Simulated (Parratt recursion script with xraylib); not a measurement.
# Thickness fringes of films on Si (X-ray reflectivity)

Calculation: specular X-ray reflectivity, Parratt recursion, Névot-Croce roughness, xraylib tables; Parratt recursion script with xraylib 4.3.0.

Photon energy 8.048 keV (λ = 1.5406 Å), s polarisation. The grazing angle θ is scanned from 0.05° to 2° in 900 evenly spaced points, and the curve is smoothed with a Gaussian of 0.004° full width. A minimum is a scan point below both neighbours, placed by a parabola through ln R at the three points.

Each run is one film on Si (density 2.313 g/cm³, δ = 7.525 × 10⁻⁶, rms roughness 2.5 Å) under vacuum. The film surface has an rms roughness of 7 Å in all runs. The refractive index is n = 1 − δ + iβ. The table lists all minima between 0.6 and 1°.

```
run  film  thickness d (Å)  density (g/cm³)  δ (10⁻⁶)  β (10⁻⁶)                    minima at θ (°)
---  ----  ---------------  ---------------  --------  --------  ---------------------------------
A      Ag              400           10.363     29.00     2.706  0.623, 0.705, 0.794, 0.888, 0.985
B      Ag              400            7.254         ?         ?                                  ?
```

Densities are inputs, not measurements. They were set from computed cells of the Materials Project: Ag from entry mp-124 (Fm-3m, 10.363 g/cm³, taken at 70 and 100 %); Si from entry mp-149 (Fd-3m, 2.313 g/cm³). A layer's crystal structure does not enter its constants, only its composition and density.

Q: How many minima does run B have between 0.6 and 1°, and where? Estimate its δ first.

A: Inside a film the fringe order is m = (2d/λ)(sin²θ − 2δ)^½, with the film's own δ. Where the film's δ lies above the substrate's, its two faces reflect with opposite signs, and minima are expected at whole m.

- Run A, δ above the substrate's: the minima give m = 4.03, 5.02, 6.01, 7.01, 8.00.

At fixed composition δ is proportional to density: 29.00 × 7.254/10.363 = 20.30, in the table's units (the run used 20.30). In run B the film's δ lies above the substrate's, so take whole m. The window runs from m = 4.32 to 8.44 and holds m = 5, 6, 7, 8. Then sin²θ = 2δ + (mλ/2d)² gives θ = 0.662, 0.756, 0.854, 0.955°.

The run has 4 minima, at 0.663, 0.757, 0.855, 0.956°. The largest distance from one of them to an estimated minimum is 0.001°, against a mean spacing of 0.098°.
